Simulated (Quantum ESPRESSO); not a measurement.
## GaSn5ZrY (one composition in several site orders)

Computed values, not a measurement. The program is pw.x of Quantum ESPRESSO 7.5 (plane-wave density functional theory). The cell is made up: eight metal atoms on a face-centred cubic lattice, with elements, volume, strain and displacements drawn at random and not relaxed, so it may be unstable or far from any real phase. PseudoDojo standard norm-conserving files set the functional (PBE unless stated); there is no spin polarisation or spin-orbit coupling, the Fermi-Dirac width of 0.25 eV means electrons at about 2900 K, and the masses in the input are unused placeholders. The tin pseudopotential is less sure than most, with forces differing by about three percent from a second method on plain tin. A spin test at this wide smearing found no moment, but such smearing suppresses magnetism that the real alloy may have.

The runs put one composition on the sites in different orders. Cell, positions, cutoff, mesh and smearing stay as in the input of run 1; sites are counted in its order. Stress in the tables is positive in tension.

Input of run 1:

```
&control calculation='scf', pseudo_dir='./dojo.nc.sr.pbe.v0_5.standard.upf', outdir='./o', disk_io='medium', tprnfor=.true., tstress=.true. /
&system ibrav=0, nat=8, ntyp=4, nbnd=63, ecutwfc=79.96652505, nosym=.true., tot_charge=0,
 occupations='smearing', smearing='fd', degauss=0.0183746611
/
&electrons conv_thr=1.470e-08, electron_maxstep=70, mixing_beta=0.5 /
ATOMIC_SPECIES
Ga 1.0 Ga.upf
Sn 1.0 Sn.upf
Y 1.0 Y.upf
Zr 1.0 Zr.upf
CELL_PARAMETERS angstrom
0.0 4.6754 4.6754
4.6754 0.0 4.6754
4.6754 4.6754 0.0
ATOMIC_POSITIONS angstrom
Ga 0.072 -0.037 0.0237
Sn 2.2469 2.3092 0.057
Sn 2.1976 0.0523 2.449
Sn 4.6214 2.4183 2.3111
Sn 0.0061 2.3662 2.3745
Sn 2.3193 4.7111 2.3519
Zr 2.3501 2.3292 4.6399
Y 4.6679 4.8316 4.7486
K_POINTS automatic
4 4 4 1 1 1
```

| run | elements on sites 1 to 8 | free energy less that of run 1 (eV) | -TS (eV) | pressure (GPa) | stress xx (GPa) | stress yy (GPa) | stress zz (GPa) | stress yz (GPa) | stress xz (GPa) | stress xy (GPa) | iterations |
| --- | --- | --- | --- | --- | --- | --- | --- | --- | --- | --- | --- |
| 1 | Ga Sn Sn Sn Sn Sn Zr Y | 0.000 | -1.100 | -1.09 | 0.47 | 0.47 | 2.34 | -0.12 | 0.14 | -1.04 | 11 |
| 2 | Ga Y Sn Sn Zr Sn Sn Sn | 0.132 | -1.134 | -1.10 | 0.73 | 2.02 | 0.54 | -0.26 | 1.05 | -0.09 | 11 |
| 3 | Sn Y Sn Sn Sn Sn Zr Ga | -0.302 | -1.040 | -2.05 | 2.17 | 2.10 | 1.87 | 0.01 | 0.21 | 0.11 | 11 |
| 4 | Sn Y Ga Sn Sn Zr Sn Sn | -0.086 | -1.073 | -1.14 | 2.35 | 0.49 | 0.59 | -1.17 | 0.11 | -0.04 | 11 |

Forces Fx Fy Fz (eV/Å):

| site | run 1 | run 2 | run 3 | run 4 |
| --- | --- | --- | --- | --- |
| 1 | -0.14 0.07 -0.07 | -0.19 0.01 -0.06 | -0.39 0.03 -0.09 | -0.33 0.01 -0.11 |
| 2 | -0.13 0.16 -0.07 | 0.11 0.32 -0.28 | 0.15 0.28 -0.18 | 0.17 0.38 -0.23 |
| 3 | 0.50 -0.29 -0.29 | 0.28 -0.29 -0.21 | 0.32 -0.24 -0.05 | 0.10 -0.14 -0.05 |
| 4 | 0.09 0.09 0.29 | 0.14 -0.05 0.12 | 0.12 -0.15 0.22 | 0.18 -0.10 0.23 |
| 5 | -0.28 0.24 -0.16 | -0.39 0.12 0.07 | -0.38 0.16 0.02 | -0.31 0.12 0.03 |
| 6 | 0.09 0.06 0.00 | -0.05 0.08 0.00 | 0.03 0.09 -0.06 | 0.05 0.01 -0.01 |
| 7 | 0.25 0.33 0.32 | 0.26 0.23 0.28 | 0.21 0.05 0.14 | 0.23 0.08 0.14 |
| 8 | -0.38 -0.67 -0.03 | -0.17 -0.42 0.08 | -0.07 -0.21 0.01 | -0.10 -0.35 0.01 |

The sites are displaced and not relaxed, so the energy differences mix bonding between neighbours with strain and are not ordering energies. A rerun of one cell of this series at a higher cutoff and on a denser mesh moved values by no more than 0.013 eV in energy, 0.13 GPa in stress and 0.012 eV/Å in force, and a second program with other atomic files agreed on that cell to 2 % rms in force and 0.5 GPa in pressure.